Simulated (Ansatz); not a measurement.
IrRu in space group R-3m (No. 166; Ru on 3b, Ir on 3a) under volume change, PBEsol (plane waves, PAW; program Ansatz), shape and atoms relaxed at each volume.

```json
[
 {"V (Å³/atom)": "12.458", "E − E(relaxed) (meV/atom)": "…", "P (GPa)": "…"},
 {"V (Å³/atom)": "12.869", "E − E(relaxed) (meV/atom)": "63.8", "P (GPa)": "26.44"},
 {"V (Å³/atom)": "13.279", "E − E(relaxed) (meV/atom)": "15.0", "P (GPa)": "12.05"},
 {"V (Å³/atom)": "13.690", "E − E(relaxed) (meV/atom)": "0.0", "P (GPa)": "0.00"},
 {"V (Å³/atom)": "14.101", "E − E(relaxed) (meV/atom)": "…", "P (GPa)": "…"},
 {"V (Å³/atom)": "14.511", "E − E(relaxed) (meV/atom)": "50.3", "P (GPa)": "-18.52"},
 {"V (Å³/atom)": "14.922", "E − E(relaxed) (meV/atom)": "107.1", "P (GPa)": "-25.54"}
]
```

Complete the blanks.


- 12.458, E − E(relaxed) (meV/atom): 152.9
- 12.458, P (GPa): 43.60
- 14.101, E − E(relaxed) (meV/atom): 13.3
- 14.101, P (GPa): -10.09

What does a third-order Birch–Murnaghan fit give for V₀, B₀ and B′?

V₀ = 13.69 Å³/atom, B₀ = 366 GPa, B′ = 4.9.

The first step of the workflow began from a Materials Project structure, measured or hypothetical; the Crystallography Open Database copy checked does not list it. With Ru and Ir taken as one species the cell has the higher symmetry Fm-3m, so it may be an ordered model of a mixed-site phase. Whether it is the stable phase at ambient conditions was not checked. Symmetry was held in the PBEsol relaxation; whether a distortion lowers the energy is not shown. The run is not spin-polarised. Spin–orbit coupling is left out wherever it is not named.

Potentials: the later of the program's two PAW sets.
